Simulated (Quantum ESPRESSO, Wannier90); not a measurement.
# Wannierisation of TaSe$_{2}$ (R-3m)

```xyz
3
Lattice="-1.7544 3.0387 0.0000 -3.5088 0.0000 0.0000 -1.7544 1.0129 6.6457" Properties=species:S:1:pos:R:3 pbc="T T T"
Ta     0.0000     0.0000     0.0000
Se     1.7544    -1.0129    -1.6289
Se    -1.7544     1.0129     1.6289
```

Materials Project entry mp-567724; symmetrised, unrelaxed at this level. COD (Crystallography Open Database) has the formula in 5 space groups, this one among them (matched by group alone). Level: PBEsol, spinors with spin-orbit coupling; pw.x of Quantum ESPRESSO at 69 Ry with PseudoDojo potentials, 6×6×6 k-points, Wannier90. Density: 10×10×10 mesh, cold smearing 0.01 Ry. The cell is built of weakly bound layers, chains or molecules, whose nearest atoms lie 3.95 Å apart. Database cells relaxed without dispersion often hold them too far apart, which can enlarge gaps and weakens couplings between them; spacing and stacking were not compared with the measured crystal.

A tight-binding model is made by disentanglement and projection with no localisation steps (num_iter = 0), so the 22 orbitals stay atom-like: hydrogen-like Ta: d; Se: p, axes along x, y, z; frozen window up to 1.50 eV relative to the Fermi level. It follows pw.x to 7.8 meV rms for states up to 1.0 eV relative to the Fermi level. Matrix elements depend on this choice of orbitals and windows.

The 20 largest hoppings ⟨m,0|H|n,R⟩ between different sites (one of each Hermitian pair; signs follow the real orbitals' lobes; the list may end inside a set of equal values):

```json
[
 {"m": "Ta1 dyz↑", "n": "Se2 py↑", "R": "1 0 0", "distance of the centres (Å)": "2.52", "t (eV)": "-1.640", "Im t (eV)": "0.000"},
 {"m": "Ta1 dyz↓", "n": "Se2 py↓", "R": "1 0 0", "distance of the centres (Å)": "2.52", "t (eV)": "-1.640", "Im t (eV)": "0.000"},
 {"m": "Se3 py↑", "n": "Ta1 dyz↑", "R": "1 0 0", "distance of the centres (Å)": "2.52", "t (eV)": "1.640", "Im t (eV)": "0.000"},
 {"m": "Se3 py↓", "n": "Ta1 dyz↓", "R": "1 0 0", "distance of the centres (Å)": "2.52", "t (eV)": "1.640", "Im t (eV)": "0.000"},
 {"m": "Se2 px↑", "n": "Ta1 dxz↑", "R": "0 0 0", "distance of the centres (Å)": "2.53", "t (eV)": "-1.069", "Im t (eV)": "0.004"},
 {"m": "Se2 px↓", "n": "Ta1 dxz↓", "R": "0 0 0", "distance of the centres (Å)": "2.53", "t (eV)": "-1.069", "Im t (eV)": "-0.004"},
 {"m": "Se3 px↑", "n": "Ta1 dxz↑", "R": "0 0 0", "distance of the centres (Å)": "2.53", "t (eV)": "1.069", "Im t (eV)": "-0.004"},
 {"m": "Se3 px↓", "n": "Ta1 dxz↓", "R": "0 0 0", "distance of the centres (Å)": "2.53", "t (eV)": "1.069", "Im t (eV)": "0.004"},
 {"m": "Ta1 dxz↑", "n": "Se2 px↑", "R": "0 1 0", "distance of the centres (Å)": "2.53", "t (eV)": "-1.069", "Im t (eV)": "0.004"},
 {"m": "Ta1 dxz↓", "n": "Se2 px↓", "R": "0 1 0", "distance of the centres (Å)": "2.53", "t (eV)": "-1.069", "Im t (eV)": "-0.004"},
 {"m": "Se3 px↑", "n": "Ta1 dxz↑", "R": "0 1 0", "distance of the centres (Å)": "2.53", "t (eV)": "1.069", "Im t (eV)": "0.004"},
 {"m": "Se3 px↓", "n": "Ta1 dxz↓", "R": "0 1 0", "distance of the centres (Å)": "2.53", "t (eV)": "1.069", "Im t (eV)": "-0.004"},
 {"m": "Ta1 dx2-y2↑", "n": "Se2 pz↑", "R": "1 0 0", "distance of the centres (Å)": "2.64", "t (eV)": "1.044", "Im t (eV)": "0.000"},
 {"m": "Ta1 dx2-y2↓", "n": "Se2 pz↓", "R": "1 0 0", "distance of the centres (Å)": "2.64", "t (eV)": "1.044", "Im t (eV)": "0.000"},
 {"m": "Se3 pz↑", "n": "Ta1 dx2-y2↑", "R": "1 0 0", "distance of the centres (Å)": "2.64", "t (eV)": "-1.044", "Im t (eV)": "0.000"},
 {"m": "Se3 pz↓", "n": "Ta1 dx2-y2↓", "R": "1 0 0", "distance of the centres (Å)": "2.64", "t (eV)": "-1.044", "Im t (eV)": "0.000"},
 {"m": "Se2 px↑", "n": "Ta1 dyz↑", "R": "0 0 0", "distance of the centres (Å)": "2.53", "t (eV)": "0.989", "Im t (eV)": "0.003"},
 {"m": "Se2 px↓", "n": "Ta1 dyz↓", "R": "0 0 0", "distance of the centres (Å)": "2.53", "t (eV)": "0.989", "Im t (eV)": "-0.003"},
 {"m": "Se2 py↑", "n": "Ta1 dxz↑", "R": "0 0 0", "distance of the centres (Å)": "2.56", "t (eV)": "0.989", "Im t (eV)": "0.002"},
 {"m": "Se2 py↓", "n": "Ta1 dxz↓", "R": "0 0 0", "distance of the centres (Å)": "2.56", "t (eV)": "0.989", "Im t (eV)": "-0.002"}
]
```
